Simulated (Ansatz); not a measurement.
This Zn₂CdS₃ structure is the end of a relaxation. The cell was found from a structure generator's guess, not taken from experiment.

Method: DFT PBE, scalar-relativistic, plane waves, PAW (Ansatz). Cutoff 420 eV, Γ-centred mesh, Gaussian smearing, no spin polarisation.

```
CELL_PARAMETERS angstrom
-1.97218 1.97218 8.47790
1.97218 -1.97218 8.47790
1.97218 1.97218 -8.47790
ATOMIC_POSITIONS crystal
Zn 0.42202 0.92202 0.50000
Zn 0.07798 0.57798 0.50000
Cd 0.75000 0.25000 0.50000
S 0.65538 0.65538 0.00000
S 0.34462 0.34462 0.00000
S 0.00000 0.00000 0.00000
```

The zero of energy is the elements' standard structures at the same level; no fitted shifts are applied.

(1) Find its symmetry and describe it.

(2) What is its formation energy per atom?

(3) Is it a metal?

Answers

(1) I-4m2 (No. 119), with Zn and Cd ordered on zinc blende sites. Conventional cell: a = 3.944 Å, c = 16.956 Å. Zn is surrounded by 4 S at 2.37 Å; around Cd lie 4 S at 2.54 Å; S on a site of symmetry 2mm has 2 Zn at 2.37 Å and 2 Cd at 2.54 Å; S on a site of symmetry -4m2 is surrounded by 4 Zn at 2.37 Å.

(2) −0.753 eV/atom. Whether it is stable depends on the other phases of the system, which aren't compared here.

(3) No, the gap on the 10×10×10 mesh is 1.54 eV.

The last run used a 10×10×10 mesh for its 6-atom cell and Gaussian smearing of 0.02 eV. Kohn–Sham gaps at this level usually fall short of measured ones. The reference form of S is held partly by dispersion forces, which this level lacks. A structure relaxed within its symmetry needn't be a true minimum.
